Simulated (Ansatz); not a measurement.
WS2 with carbon replacing W: field gradients at two levels of theory

Cell: a supercell of WS2 (space group P6_3/mmc) built from an entry of the Crystallography Open Database (COD), with the ions relaxed around the defect (PBE).

Space group Pm (No. 6); a = 6.3600, b = 12.5000, c = 8.4135 Å, β = 100.89°.

| site | Wyckoff | site symmetry | x | y | z |
| --- | --- | --- | --- | --- | --- |
| C | 1a | m | 0.9769 | 0.0000 | 0.0726 |
| W2 | 1a | m | 0.3772 | 0.0000 | 0.5602 |
| W3 | 1a | m | 0.6986 | 0.0000 | 0.8798 |
| W4 | 1a | m | 0.5567 | 0.0000 | 0.2161 |
| W5 | 1a | m | 0.8895 | 0.0000 | 0.5627 |
| W6 | 1a | m | 0.2162 | 0.0000 | 0.8994 |
| W7 | 1b | m | 0.7800 | 0.5000 | 0.1163 |
| W8 | 1b | m | 0.1129 | 0.5000 | 0.4497 |
| W9 | 1b | m | 0.4459 | 0.5000 | 0.7829 |
| W10 | 1b | m | 0.2798 | 0.5000 | 0.1164 |
| W11 | 1b | m | 0.6131 | 0.5000 | 0.4499 |
| W12 | 1b | m | 0.9458 | 0.5000 | 0.7827 |
| S13 | 2c | 1 | 0.0578 | 0.3745 | 0.2276 |
| S14 | 2c | 1 | 0.3905 | 0.3744 | 0.5607 |
| S15 | 2c | 1 | 0.7237 | 0.3745 | 0.8941 |
| S16 | 2c | 1 | 0.5579 | 0.3745 | 0.2275 |
| S17 | 2c | 1 | 0.8907 | 0.3743 | 0.5606 |
| S18 | 2c | 1 | 0.2236 | 0.3746 | 0.8941 |
| S19 | 2c | 1 | 0.8201 | 0.8884 | 0.1158 |
| S20 | 2c | 1 | 0.1053 | 0.8757 | 0.4534 |
| S21 | 2c | 1 | 0.4287 | 0.8723 | 0.7798 |
| S22 | 2c | 1 | 0.3127 | 0.8697 | 0.1159 |
| S23 | 2c | 1 | 0.6068 | 0.8774 | 0.4456 |
| S24 | 2c | 1 | 0.9361 | 0.8728 | 0.7805 |

One atom of each set is listed; the run and its k-mesh use a cell of 36 atoms with edges of 6.36, 9.54, 12.50 Å.

First run. The numbers come from a DFT calculation in Ansatz (PBE, plane waves and PAW, scalar-relativistic, 420 eV cutoff, Γ-centred 4×3×2 k-points, Fermi–Dirac smearing 0.01 eV).

```
site  V_zz (10²¹ V/m²)     η
   C              1.61  0.36
  W2              24.9  0.99
  W3              20.9  0.19
  W4             -28.5  0.46
  W5             -21.6  0.67
  W6            -14.04  0.59
  W8            -17.55  0.01
  W9            -17.25  0.01
 W12            -17.32  0.01
 S19             10.99  0.95
 S20             -7.13  0.11
 S22              7.14  0.46
 S23             -6.14  0.08
 S24             -2.98  0.44
```

Second run. The same atoms and settings, except that the functional is r2SCAN and the cutoff is 500 eV.

Task: Given the first result, estimate the second.

Result: 

```tsv
site	V_zz	η	change of V_zz
C	1.73	0.31	+0.12
W2	26.2	0.92	+1.30
W3	21.4	0.22	+0.59
W4	-29.6	0.43	-1.06
W5	-21.8	0.74	-0.20
W6	-13.84	0.59	+0.20
W8	-17.42	0.01	+0.13
W9	-17.12	0.01	+0.13
W12	-17.19	0.01	+0.13
S19	11.25	0.93	+0.26
S20	-8.24	0.18	-1.11
S22	7.33	0.51	+0.19
S23	-6.15	0.13	-0.01
S24	-2.90	0.44	+0.08
```

The largest change of V_zz is on W2, from 24.9 to 26.2. In per cent, |V_zz| changes by -1 to +5 on W, -3 to +16 on S (all sites that start above 2). The table leaves out 10 of the 24 sites, with |V_zz| up to 17.37; their tensors move by 0.12 at most along any direction. The statements above cover all sites.

The run isn't spin-polarised, and a state with spin may lie lower. The defect repeats with the cell of 36 atoms, so it feels its images: sites between two images don't show the values beside a lone defect, and zeros or small values of η there can come from the images' arrangement. S and W carry a gradient in the pure host already, so the values there aren't the defect's effect alone. The relaxation keeps the site symmetry m of the start, so the impurity can move only within its mirror plane; a distortion that would localise the partly filled state isn't explored. The defect cell has no gap above 0.1 eV on its mesh, so the values can hang on the smearing and the k-mesh. Without spin–orbit coupling the gradients at and beside W can be off by some per cent, at some sites by more.
